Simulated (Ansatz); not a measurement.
A geometry of W away from equilibrium: the start of the relaxation of a randomly generated symmetric cell of W (space group No. 217). Computed with r2SCAN (plane waves to 500 eV, PAW, scalar-relativistic; Ansatz, a program for electronic structure). Γ-centred k-mesh 9×9×9 on the run's cell (coarser than for final values), Fermi–Dirac smearing 0.05 eV.

```xyz
4
Lattice="-2.5421 2.5421 2.5421 2.5421 -2.5421 2.5421 2.5421 2.5421 -2.5421" Properties=species:S:1:pos:R:3 pbc="T T T"
W      0.8718     0.8718     0.8718
W      1.6703     1.6703    -1.6703
W      1.6703    -1.6703     1.6703
W     -1.6703     1.6703     1.6703
```

Give the Cartesian forces on all atoms (eV/Å).


```tsv
atom	Fx	Fy	Fz
W1	2.87	2.87	2.87
W2	-2.87	-2.87	2.87
W3	-2.87	2.87	-2.87
W4	2.87	-2.87	-2.87
```

What is the pressure?

+37.5 GPa, compression positive.

No spin polarisation in the result.

The run could not lose the symmetry of its start, so the end can be a saddle point.

The end of the path is a generated cell of W: the first start was made by a random draw of sites in a space group, and the end was not matched to a known phase here, so it may be hypothetical. Known forms of W include space group No. 229.
